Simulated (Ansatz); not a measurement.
One relaxed cell of Na3MoClO4 at several levels

A database entry relaxed whole under r2SCAN at zero pressure (P4/nmm, No. 129):

```xyz
18
Lattice="7.4562 0.0000 0.0000 0.0000 7.4562 0.0000 0.0000 0.0000 5.3049" Properties=species:S:1:pos:R:3 pbc="T T T"
Na    5.5921    5.5921    0.0000
Na    5.5921    1.8640    0.0000
Na    1.8640    1.8640    0.0000
Na    1.8640    5.5921    0.0000
Na    3.7281    0.0000    3.4124
Na    0.0000    3.7281    1.8925
Mo    0.0000    0.0000    2.6524
Mo    3.7281    3.7281    2.6524
Cl    3.7281    0.0000    0.8395
Cl    0.0000    3.7281    4.4654
O     6.0418    0.0000    3.7184
O     3.7281    2.3137    3.7184
O     1.4144    0.0000    3.7184
O     3.7281    5.1425    3.7184
O     2.3137    3.7281    1.5864
O     0.0000    1.4144    1.5864
O     5.1425    3.7281    1.5864
O     0.0000    6.0418    1.5864
```

Its volume is 16.38 Å³ an atom, -1.7 % against the entry's 16.66, a measured cell (2016, 296 K).

Single points on this cell with plane-wave PAW DFT (Ansatz 0.2.0; r2SCAN 500 eV, hybrids 420 eV; fermi-dirac occupations of width 0.020 eV; no moments): r2SCAN on a 4×4×6 Γ-centred mesh; HSE06 on a 2×2×4 Γ-centred mesh; PBE0 on a 2×2×4 Γ-centred mesh.

**Question.** What does each level give for gap and charges?

**Answer.** The runs give:

```csv
level,"gap (eV), or kind",pressure (GPa),Bader charge of Na (e),Bader charge of Mo (e),Bader charge of Cl (e),Bader charge of O (e)
r2SCAN,4.80,0.0,+0.89,+2.70,-0.86,-1.13
HSE06,5.89,-0.7,+0.89,+2.77,-0.85,-1.14
PBE0,6.67,-0.8,+0.89,+2.77,-0.86,-1.14
```

Under r2SCAN the gap is 4.80 eV, over mesh and band path. HSE06 moves it by +1.09 eV and PBE0 by +1.87 eV; PBE0 keeps its exact exchange at long range, which widens the gap over HSE06's by 0.78 eV on their common mesh. The charge on Mo goes from +2.70 to +2.77 e under HSE06.

Caveats: the relaxation kept the start's symmetry; HSE06 is read on its mesh and at the zone's corners, PBE0 on its mesh alone; hybrid pressures are good to a few tenths of a GPa; pressure is positive in compression.
